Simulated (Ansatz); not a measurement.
A distorted cell of Ag (fcc, Cu type):

```
CELL_PARAMETERS angstrom
      0.00000     1.99980     1.99980
      1.99980     0.00000     1.99980
      1.99980     1.99980     0.00000
ATOMIC_POSITIONS crystal
  Ag 0.00000 0.00000 0.00000
```

The numbers are results of PBEsol (plane waves to 420 eV, PAW, scalar-relativistic; Ansatz, a program for electronic structure), not measurements. k mesh 20×20×20 (Γ-centred), Fermi-Dirac smearing 0.05 eV. E stands for the smeared free energy. Compression counts positive. With partly filled bands, the response to shear is sensitive to the k mesh, so small differences along c/a are uncertain. Ag was relaxed with its symmetry unable to fall.

### Question
What is the stress tensor (GPa)?

### Answer
```
    5.5      0.0      0.0
    0.0      5.5      0.0
    0.0      0.0      5.5
```
The pressure, a third of the trace, is 5.5 GPa.

### Question
It is the relaxed cell deformed to V/V₀ = 0.960, (c/a)/(c/a)₀ = 1.000, c along z, fractional positions held. What is its energy relative to the relaxed cell?

### Answer
11 meV/atom.

(A scan under strain: stresses follow from slopes of the energy per volume, elastic moduli from its curvatures.)
